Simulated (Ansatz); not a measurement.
Si4F, before and after

The guess for Si4F was made by a generator: random cell by space group and Wyckoff sites (P6mm, No. 183). Lengths were set from tabulated atomic sizes, so they are only a guess.

start.cif

```cif
data_structure
_symmetry_space_group_name_H-M 'P6mm'
_symmetry_Int_Tables_number 183
_cell_length_a 4.0142
_cell_length_b 4.0142
_cell_length_c 6.1835
_cell_angle_alpha 90.000
_cell_angle_beta 90.000
_cell_angle_gamma 120.000
_cell_volume 86.29
loop_
_atom_site_label
_atom_site_type_symbol
_atom_site_symmetry_multiplicity
_atom_site_Wyckoff_symbol
_atom_site_fract_x
_atom_site_fract_y
_atom_site_fract_z
_atom_site_occupancy
Si1 Si 3 c 0.50000 0.00000 0.04141 1
Si2 Si 1 a 0.00000 0.00000 0.95247 1
F1 F 1 a 0.00000 0.00000 0.54529 1
```

The calculation used DFT PBE, scalar-relativistic, plane waves, PAW (Ansatz 0.2.0). Cutoff 420 eV, Gaussian smearing, Γ-centred meshes. Cell and atoms relax first on a coarse mesh and then on a finer one. In between, the cell is made exact in the group found at 0.06 Å. In metals the finer mesh still leaves noise of several meV/atom or more. The steps can't lower the symmetry of their start. No spin polarisation in the relaxation; trial moments died out in a coarse test.

end.cif

```cif
data_structure
_symmetry_space_group_name_H-M 'P6mm'
_symmetry_Int_Tables_number 183
_cell_length_a 4.8944
_cell_length_b 4.8944
_cell_length_c 5.8338
_cell_angle_alpha 90.000
_cell_angle_beta 90.000
_cell_angle_gamma 120.000
_cell_volume 121.03
loop_
_atom_site_label
_atom_site_type_symbol
_atom_site_symmetry_multiplicity
_atom_site_Wyckoff_symbol
_atom_site_fract_x
_atom_site_fract_y
_atom_site_fract_z
_atom_site_occupancy
Si1 Si 3 c 0.50000 0.00000 0.04216 1
Si2 Si 1 a 0.00000 0.00000 0.88730 1
F1 F 1 a 0.00000 0.00000 0.60823 1
```

The symmetry stays P6mm (No. 183). The volume per atom grows by 40.3 %, from 17.3 to 24.2 Å³. The shortest distance goes from 2.01 Å (Si–Si) to 1.63 Å (Si–F). The ratio c/a of the conventional cell changes by a factor of 0.77. The energy falls by about 2.2 eV/atom (the start's value is from the coarse mesh).

```json
{
  "Volume per atom": "24.2 Å³",
  "Density": "1.8 g/cm³",
  "Formation energy": "−0.05 eV/atom",
  "Gap on the 12×12×8 mesh of the 5-atom cell": "0 eV (a metal)"
}
```

Energies over the elements count from the elements' standard structures at the same level (F₂ as a molecule), with no fitted energy shifts.

The last run used Gaussian smearing of 0.10 eV. Weakly bound directions are ill-defined at this level, which has no dispersion term. Symmetry constrained the relaxation, so the result can be a saddle point. In all, the 3 runs took 77 s on 1 thread of Intel(R) Xeon(R) 6975P-C (Granite Rapids), on a shared host. Another cell of Si4F relaxed alike, in I4/mmm, lies 125 meV/atom lower, so this cell isn't the stable form at this level.
